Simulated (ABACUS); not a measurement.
Input and output of a self-consistent single point for Si (P6_3/mmc, 8 atoms in the cell; from Materials Project mp-165, changed as shown) (ABACUS).

All values come from this method and carry its errors: LDA (PW92), PseudoDojo 0.4 standard norm-conserving LDA (tails mended) pseudopotentials (plane waves; ABACUS 3.10.1).

The change in words: lattice scaled by 1.02. Reference geometry (P6_3/mmc):
```
CELL_PARAMETERS angstrom
      3.83132     0.00000     0.00000
      0.00000     6.63604     0.00000
      0.00000     0.00000     6.33262
ATOMIC_POSITIONS crystal
  Si 0.00000 0.33333 0.06301
  Si 0.50000 0.16667 0.93699
  Si 0.50000 0.16667 0.56301
  Si 0.00000 0.33333 0.43699
  Si 0.50000 0.83333 0.06301
  Si 0.00000 0.66667 0.93699
  Si 0.00000 0.66667 0.56301
  Si 0.50000 0.83333 0.43699
```

Reference input (self-consistent single point, DFT, LDA (PW92), plane waves, PseudoDojo 0.4 standard norm-conserving LDA (tails mended) pseudopotentials): KPT = Gamma 6 4 4 0 0 0; basis_type = pw; dft_functional = PWLDA; ecutwfc = 32 Ry; smearing_method = fd; smearing_sigma = 0.00146997 Ry; potentials = PseudoDojo 0.4 standard norm-conserving LDA (tails mended); symmetry = 1; ks_solver = dav_subspace; scf_nmax = 100; scf_thr = 1.0e-09 Ry; mixing_type = broyden. This run's input differs from it in these lines:

```diff
@@ -26,5 +26,5 @@
 LATTICE_VECTORS
-   3.8313200000    0.0000000000    0.0000000000
-   0.0000000000    6.6360410000    0.0000000000
-   0.0000000000    0.0000000000    6.3326200000
+   3.9079460000    0.0000000000    0.0000000000
+   0.0000000000    6.7687620000    0.0000000000
+   0.0000000000    0.0000000000    6.4592720000
 
@@ -36,10 +36,10 @@
 8
-   0.0000000000    4.1800958338    0.7540354686
-   3.6200727479    2.0900541871   11.2128819827
-   3.6200727479    2.0900541871    6.7374941943
-   0.0000000000    4.1800958338    5.2294232571
-   3.6200727479   10.4502458547    0.7540354686
-   0.0000000000    8.3602042080   11.2128819827
-   0.0000000000    8.3602042080    6.7374941943
-   3.6200727479   10.4502458547    5.2294232571
+   0.0000000000    4.2636978639    0.7691161304
+   3.6924738249    2.1318553275   11.4371389141
+   3.6924738249    2.1318553275    6.8722436526
+   0.0000000000    4.2636978639    5.3340113919
+   3.6924738249   10.6592510553    0.7691161304
+   0.0000000000    8.5274085189   11.4371389141
+   0.0000000000    8.5274085189    6.8722436526
+   3.6924738249   10.6592510553    5.3340113919
 # file: KPT
```

The program printed (abridged):

```
 SELF-CONSISTENT
 -------------------------------------------
                                 init_chg = atomic

 PW ALGORITHM --------------- ION=   1  ELEC=   1--------------------------------

 Notice: Threshold on eigenvalues was too large.

 Density error is 0.214169826129
                          Error Threshold = 0.000667184044921
 E_KohnSham     -68.1897338756       -927.7689258125
 E_Fermi        0.4014669237         5.4622377204

 PW ALGORITHM --------------- ION=   1  ELEC=   2--------------------------------

 Density error is 0.0738111899111
                          Error Threshold = 0.000669280706653
   [... lines left out ...]

 Density error is 1.56062815558e-09
                          Error Threshold = 2.06868837255e-11
 E_KohnSham     -68.1719508682       -927.5269755833
 E_Fermi        0.4280337759         5.8236982887

 PW ALGORITHM --------------- ION=   1  ELEC=  10--------------------------------

 Density error is 4.53261180386e-11
                          Error Threshold = 4.87696298619e-12
 E_KohnSham     -68.1719508683       -927.5269755843
 E_KS(sigma->0) -68.1719508510       -927.5269753493
 E_entropy(-TS) -0.0000000345        -0.0000004700
 E_Fermi        0.4280355227         5.8237220549
 charge density convergence is achieved
 final etot is -927.52697558 eV
 EFERMI = 5.8237220549 eV

 STATE ENERGY(eV) AND OCCUPATIONS    NSPIN == 1
   [... 23 lines left out ...]

 TOTAL-FORCE (eV/Angstrom)
                       Si1         0.0000000000        -0.0012586395        -0.0384040364
                       Si2         0.0000000000         0.0013112822         0.0384067864
                       Si3         0.0000000000         0.0013112822        -0.0384067864
                       Si4         0.0000000000        -0.0012586395         0.0384040364
                       Si5         0.0000000000        -0.0013112822        -0.0384067864
                       Si6         0.0000000000         0.0012586395         0.0384040364
                       Si7         0.0000000000         0.0012586395        -0.0384040364
   [... lines left out ...]

 TOTAL-STRESS (KBAR)
       -67.7954486158         0.0000000000         0.0000000000
         0.0000000000       -69.8502972504         0.0000000000
         0.0000000000         0.0000000000       -69.2233411414
 TOTAL-PRESSURE: -68.956362 KBAR

 --------------------------------------------
 !FINAL_ETOT_IS -927.5269755842632549 eV
 --------------------------------------------
```

The run converged in 10 iterations. Against the reference run the free energy rises by 36.6 meV/atom, the pressure goes from -2.43 to -6.90 GPa, the largest force goes from 0.019 to 0.038 eV/Å and the gap on the mesh goes from 0.325 to 0.433 eV.

The structure comes from a collection of computed structures, made at another level of theory; the collection holds predicted forms beside known ones.

Cost on one core: about 60 core-seconds (a rough figure).

“Tails mended”: in these copies of the files the far tail of each local potential was reset to the Coulomb form.
